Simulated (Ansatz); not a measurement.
NbRh (L1₀ or tetragonal B2, P4/mmm) under volume change, the program Ansatz at the r²SCAN level (PAW), shape and atoms relaxed at each volume.

```csv
V (Å³/atom),E − E(relaxed) (meV/atom),P (GPa)
14.223,109.2,27.06
14.692,45.8,16.54
15.161,10.8,7.61
15.630,0.0,0.00
16.099,9.8,-6.50
16.568,37.1,-12.04
17.037,79.4,-16.75
```

What does a third-order Birch–Murnaghan fit give for V₀, B₀ and B′?

V₀ = 15.63 Å³/atom, B₀ = 234 GPa, B′ = 4.3.

The workflow started from an entry of the Crystallography Open Database (COD), which files this formula under 2 space groups. Its standing as an ambient phase is unchecked. The cell was relaxed with r²SCAN under the symmetry of its start; whether a distortion lowers the energy is not shown. No spin polarisation was allowed.

Potentials: the later of the program's two PAW sets.
